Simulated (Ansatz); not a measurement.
Space group I4/mmm (No. 139). a = 4.085 Å, b = 4.085 Å, c = 8.506 Å, α = 90.00°, β = 90.00°, γ = 90.00°
```tsv
atom	site	symmetry	x	y	z
Li	2b	4/mmm	0.5000	0.5000	0.0000
Li	4d	-4m2	0.5000	0.0000	0.2500
Ta	2a	4/mmm	0.0000	0.0000	0.0000
O	4c	mmm.	0.5000	0.0000	0.0000
O	4e	4mm	0.5000	0.5000	0.2743
```

Equation of state of this Li₃TaO₄ structure (not necessarily the ground state), with shape and atoms relaxed at each volume where symmetry leaves them free. Theory: DFT PBEsol, scalar-relativistic, plane waves, PAW (Ansatz).

Cutoff 420 eV; k points 10×10×10 on the computed 8-atom cell (Γ-centred); Gaussian smearing, width 0.02 eV; no spin polarisation.

```
V (Å³/atom) E − E(largest V) (meV/atom) P (GPa) gap on mesh (eV)
      8.337                         3.72     7.40              1.51
      8.603                        -4.88     3.17              1.54
      8.869                        -7.36    -0.02              1.57
      9.135                        -5.28    -2.35              1.59
      9.401                         0.00    -3.91              1.59
```

Problem. Fit a third-order Birch–Murnaghan equation to E(V).

Solution. V0 = 8.87 Å³/atom, B0 = 90 GPa, B0' = 9.6. B0' is unusual or poorly fixed by this range.

Spin-orbit coupling is left out, which matters for the bands of heavy elements.